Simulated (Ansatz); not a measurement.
CdSiN₂, ordered on the zincblende lattice (P-4m2) with 4 atoms a cell, relaxed with r2SCAN in Ansatz. The symmetry is P-4m2 (No. 115, tetragonal); conventional cell a = 3.034 Å, c = 5.110 Å, 11.76 Å³ an atom. Around Cd lie 4 N at 2.23 Å; around N lie 2 Si at 1.77 Å and 2 Cd at 2.23 Å; around Si lie 4 N at 1.77 Å.

The axes x, y and z are those of this cell:
```
CELL_PARAMETERS angstrom
3.03399 0.00000 0.00000
0.00000 3.03399 0.00000
0.00000 0.00000 5.11023
ATOMIC_POSITIONS crystal
Cd 0.00000 0.00000 0.00000
N 0.00000 0.50000 0.31974
Si 0.50000 0.50000 0.50000
N 0.50000 0.00000 0.68026
```

Unstrained: The PBE gap is indirect, 1.157 eV (R to Γ), below the direct gap of 1.191 eV at Γ. With r2SCAN the valence top lies at R and the conduction bottom at Γ, 1.512 eV higher; the smallest vertical gap, at Γ, is 1.540 eV. The HSE06 gap is indirect, 2.394 eV (R to Γ), below the direct gap of 2.407 eV at Γ. Least and direct gap differ so little that the kind isn't settled. Meshes: PBE 8×8×6, r2SCAN 8×8×6, HSE06 6×6×4. Strains are changes of length per length. After each strain the atoms were relaxed again with r2SCAN within the symmetry that the strain leaves, so tilts or polar shifts that break it weren't tested; points keep the names that they have in the unstrained zone. These are computed values for a spin-unpolarised cell that may be hypothetical; none is a measurement.

(1) Estimate what biaxial -2.32 % in x and y, z held does to the gap.

(2) For epitaxial +2.82 % in the xy plane, how far does the free direction move, and what happens to the gap?

## Answers

(1) PBE: the gap goes from 1.157 to 1.342 eV (+0.185 eV). r2SCAN: the gap goes from 1.512 to 1.704 eV (+0.192 eV). HSE06: the gap goes from 2.394 to 2.609 eV (+0.215 eV). The r2SCAN energy rises by 18.0 meV an atom.

(2) The normal strain at zero normal stress is -2.46 %, 0.87 of the in-plane strain with the sign turned. PBE: the gap goes from 1.157 to 1.051 eV (-0.106 eV); it turns from indirect (R → Γ) to direct (Γ); least and direct gap lie within 0.04 eV, so its kind isn't settled. r2SCAN: the gap goes from 1.512 to 1.396 eV (-0.116 eV); it turns from indirect (R → Γ) to direct (Γ); least and direct gap lie within 0.04 eV, so its kind isn't settled. HSE06: the gap goes from 2.394 to 2.245 eV (-0.149 eV); it turns from indirect (R → Γ) to direct (Γ); least and direct gap lie within 0.04 eV, so its kind isn't settled.

Spin-orbit coupling is left out.

The meshes of the hybrids are coarse, so their gaps aren't converged to the digits shown.
